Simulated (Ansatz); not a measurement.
Clean, relaxed (111) surface of Pb, space group Fm-3m (No. 225) (top face towards +c; atoms held fixed, by place in the list: 1):

```yaml
crystal:
  lattice:
    - [3.53251, 0.00000, 0.00000]
    - [-1.76625, 3.05924, 0.00000]
    - [0.00000, 0.00000, 22.76856]
  atoms:
    - { symbol: Pb, position: [0.66667, 0.33333, 0.37332] }
    - { symbol: Pb, position: [0.33333, 0.66667, 0.49521] }
    - { symbol: Pb, position: [0.00000, 0.00000, 0.61704] }
```

The calculation used DFT r2SCAN, scalar-relativistic, plane waves, PAW (Ansatz). Settings: cutoff 500 eV, Γ-centred mesh 9×9×1 on the computed 3-atom cell, Gaussian smearing of 0.10 eV; no spin polarisation. The cell repeats along c with a dipole correction in the vacuum.

CO is adsorbed on the top face, one adsorbate per 10.8 Å², and relaxed from 3 starting sites (fractions of a and b). E_ads counts from the clean slab and the free adsorbate (spin-polarised where it has unpaired electrons); negative means bound. Heights count from the highest slab atom after relaxation. Δφ is the top face's. Δp counts per cell along +c. Bonded neighbours lie within 1.25 times the sum of covalent radii (1.35 for H) and, on that scale, within 12 % of the closest. With the adsorbate the cell is lengthened along c to keep the vacuum.

```
                            start ends at E_ads (eV) height (Å) shortest contact  Δφ (eV)  Δp (e·Å) whole?
         top (Pb) at (0.00, 0.00) (0.00, 0.00), 1 bonded neighbour (Pb) (a bond forms, but at a cost in energy, part of which can come from the missing spin polarisation of this run)        0.03        2.56       C–Pb 2.56 Å    +0.19    -0.038     yes
hollow (Pb-Pb-Pb) at (0.33, 0.67) not bound       -0.03        3.42
   bridge (Pb-Pb) at (0.50, 0.00) not bound       -0.04        3.36
```

It doesn't bind at this level of theory (ends above -0.1 eV count as unbound; no dispersion correction).

Each end is the local minimum or symmetric point that its start leads to. The slab is only 5.8 Å thick, so the energies aren't converged with thickness.

For at least one of the starts the bottom face's work function also shifts by over 0.1 eV: the slab is too thin to screen the adsorbate, so the work functions aren't converged with thickness.